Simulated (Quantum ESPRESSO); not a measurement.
# Planted mistakes on one cell of Si2PO5N

The results below are calculated, not measured. They come from pw.x of Quantum ESPRESSO 7.5, a plane-wave density functional program, with PseudoDojo standard norm-conserving files (v0.5 for PBE, v0.4.1 for LDA and PBEsol). The cells are made up: elements, strain and atom displacements were drawn at random, and nothing was relaxed. There is no spin polarisation, spin-orbit coupling or dispersion term.

The cell has 9 sites of a quartz lattice. Sites 1 to 3 hold Si Si P; sites 4 to 9 hold O O O O O N. Cell vectors in Å: (5.113, 0.000, 0.000); (-2.557, 4.428, 0.000); (0.000, 0.000, 5.643). Settings: PBE, cutoff 1143 eV, 5 x 5 x 4 k mesh shifted by half a step, Fermi-Dirac smearing of 0.025 eV.

The intended run has a self-consistency threshold of 1e-07 eV, a smearing term of 0.000 eV, a pressure of -16.93 GPa and 12 iterations. Each further run changes one thing: all lengths scaled by 0.9860; atoms of sites 1 and 3 exchanged; cutoff 670 eV; files of LDA; k mesh 1 x 1 x 1; one electron removed; smearing 0.87 eV; threshold 0.04 eV. A coarse mesh keeps the shift, and a charged cell sits in a uniform background.

| run | change of free energy (eV) | smearing term -TS (eV) | change of P (GPa) | largest change of a force component (eV/Å) | iterations |
| --- | --- | --- | --- | --- | --- |
| A | -0.478 | 0.000 | 5.09 | 0.450 | 12 |
| B | -0.024 | 0.000 | 0.06 | 0.842 | 12 |
| C | -2.484 | -0.019 | -10.99 | 3.352 | 14 |
| D | -0.489 | -1.909 | 3.48 | 0.912 | 12 |
| E | 3.727 | 0.000 | -21.92 | 0.058 | 12 |
| F | 0.016 | 0.000 | 3.01 | 0.086 | 5 |
| G | 1.445 | 0.000 | -6.67 | 0.377 | 13 |
| H | 0.760 | 0.000 | 1.23 | 5.929 | 13 |

A rerun of the intended cell at 1437 eV and k mesh 7 x 7 x 6 moved values by no more than 0.003 eV in the cell's energy, 0.03 GPa in stress and 0.002 eV/Å in force.

Question: which change belongs to which run?

## Worked reading

Run F has the fewest iterations, as a run stopped early does. Run D has the largest smearing term, as wide smearing gives. Run E has a higher energy and the largest fall in pressure, as too small a basis gives. Run A changes the volume by a factor of 0.9586; minus its pressure change over the logarithm of that factor, 120 GPa, is a rough bulk modulus with clamped atoms. Energies from files of another functional, or of a charged cell, have another zero and say nothing on stability; the pressure of a charged cell rests on the program's zero of potential too.

## Key

| run | change |
| --- | --- |
| A | all lengths scaled by 0.9860 |
| B | k mesh 1 x 1 x 1 |
| C | one electron removed |
| D | smearing 0.87 eV |
| E | cutoff 670 eV |
| F | threshold 0.04 eV |
| G | files of LDA |
| H | atoms of sites 1 and 3 exchanged |